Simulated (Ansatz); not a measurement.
Bi:
```xyz
4
Lattice="6.4349 0.0000 0.0000 0.0000 4.4953 0.0000 0.0000 0.0000 4.4953" Properties=species:S:1:pos:R:3 pbc="T T T"
Bi     4.6629     1.1238     1.1222
Bi     1.7721     3.3715     3.3731
Bi     1.4454     1.1238     1.1255
Bi     4.9895     3.3715     3.3698
```

Relaxed with LDA.

Which orbitals make up the states near the Fermi level in LDA in the plane-wave PAW code Ansatz?

Within 0.5 eV of the Fermi level: Bi 6p 90 %, Bi 6s 7 %. Projections are on Löwdin-orthogonalised atomic valence shells; empty p or d shells of many metals are not among them.

Tabulate the density of states.

States/eV per cell of 4 atoms, in 0.25 eV bins, energy from the Fermi level.

```csv
E (eV),total,Bi 6p,Bi 6s
-7.85,0.18,0.01,0.17
-7.60,0.04,0.00,0.03
-7.35,0.00,0.00,0.00
-7.10,0.00,0.00,0.00
-6.85,0.00,0.00,0.00
-6.60,0.00,0.00,0.00
-6.35,0.00,0.00,0.00
-6.10,0.00,0.00,0.00
-5.85,0.00,0.00,0.00
-5.60,0.00,0.00,0.00
-5.35,0.00,0.00,0.00
-5.10,0.31,0.30,0.00
-4.85,0.87,0.84,0.02
-4.60,1.19,1.15,0.02
-4.35,1.45,1.41,0.03
-4.10,1.71,1.65,0.05
-3.85,1.97,1.89,0.06
-3.60,2.27,2.18,0.07
-3.35,3.03,2.92,0.09
-3.10,3.15,3.01,0.11
-2.85,3.13,2.96,0.13
-2.60,3.04,2.87,0.14
-2.35,3.06,2.87,0.15
-2.10,2.89,2.69,0.16
-1.85,2.90,2.70,0.16
-1.60,2.96,2.74,0.17
-1.35,2.98,2.74,0.19
-1.10,2.45,2.24,0.16
-0.85,2.21,2.02,0.14
-0.60,2.58,2.35,0.18
-0.35,2.79,2.52,0.21
-0.10,1.25,1.13,0.10
0.15,1.25,1.13,0.09
0.40,2.29,2.07,0.16
0.65,2.55,2.31,0.17
0.90,2.03,1.84,0.13
1.15,1.89,1.72,0.11
1.40,2.08,1.89,0.12
1.65,2.14,1.95,0.11
1.90,2.06,1.88,0.10
2.15,2.01,1.83,0.09
2.40,2.16,1.90,0.08
2.65,2.57,2.07,0.08
2.90,2.98,2.21,0.07
3.15,2.86,2.18,0.06
3.40,3.36,2.50,0.05
3.65,3.39,2.53,0.04
3.90,3.13,2.32,0.03
```

Space group P4/nmm. The workflow started from a Materials Project entry (that database holds measured and hypothetical structures alike); the Crystallography Open Database copy checked does not list it. It is not the phase usual at ambient conditions (space group No. 166). Symmetry was held in the LDA relaxation. At this level the phase is dynamically unstable (imaginary phonons). Spin–orbit coupling is left out wherever it is not named.

Potentials: the earlier of the program's two PAW sets. The files were generated under PBE; for other functionals the program regenerates the frozen cores, and for LDA and PBEsol the local potential too.
